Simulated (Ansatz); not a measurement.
Rigid (101) slab of TiAl, space group P4/mmm (No. 123):

```yaml
crystal:
  lattice:
    - [2.79516, 0.00000, 0.00000]
    - [0.00000, 4.91165, 0.00000]
    - [0.00000, 0.00000, 23.89519]
  atoms:
    - { symbol: Ti, position: [0.00000, 0.32386, 0.35572] }
    - { symbol: Al, position: [0.50000, 0.82386, 0.35572] }
    - { symbol: Ti, position: [0.00000, 0.64772, 0.45191] }
    - { symbol: Al, position: [0.50000, 0.14772, 0.45191] }
    - { symbol: Ti, position: [0.00000, 0.97146, 0.54756] }
    - { symbol: Al, position: [0.50000, 0.47129, 0.54845] }
    - { symbol: Ti, position: [0.00000, 0.28469, 0.64114] }
    - { symbol: Al, position: [0.50000, 0.78279, 0.64670] }
```

Theory: DFT PBEsol, scalar-relativistic, plane waves, PAW in Ansatz 0.2.0. Settings: cutoff 420 eV, Γ-centred mesh 10×6×1 on the computed 9-atom cell, Gaussian smearing of 0.10 eV; no spin polarisation. The cell repeats along c with a dipole correction in the vacuum.

An adatom of H is held over the places (i/6, j/6) of the 1×1 surface cell, counted from the highest atom (Al), and only its height relaxes; one adatom per 13.7 Å².

**Question.** What is the energy landscape, counted from the lowest point of this grid?

**Answer.** Energies in eV:

```csv
i,j=0,j=1,j=2,j=3,j=4,j=5
0,1.57,0.96,0.00,0.17,0.14,1.09
1,1.55,0.95,0.38,0.63,0.55,1.06
2,1.46,0.92,0.92,1.18,1.06,0.95
3,1.27,0.84,1.10,1.40,1.25,0.80
4,1.46,0.92,0.92,1.18,1.06,0.95
5,1.55,0.95,0.38,0.63,0.55,1.06
```

Heights over the highest slab atom in Å:

```csv
i,j=0,j=1,j=2,j=3,j=4,j=5
0,1.64,1.41,0.93,1.09,0.89,1.40
1,1.58,1.34,1.13,1.35,1.14,1.32
2,1.38,1.15,1.35,1.55,1.35,1.10
3,1.15,1.00,1.41,1.62,1.41,0.91
4,1.38,1.15,1.35,1.55,1.35,1.10
5,1.58,1.34,1.13,1.35,1.14,1.32
```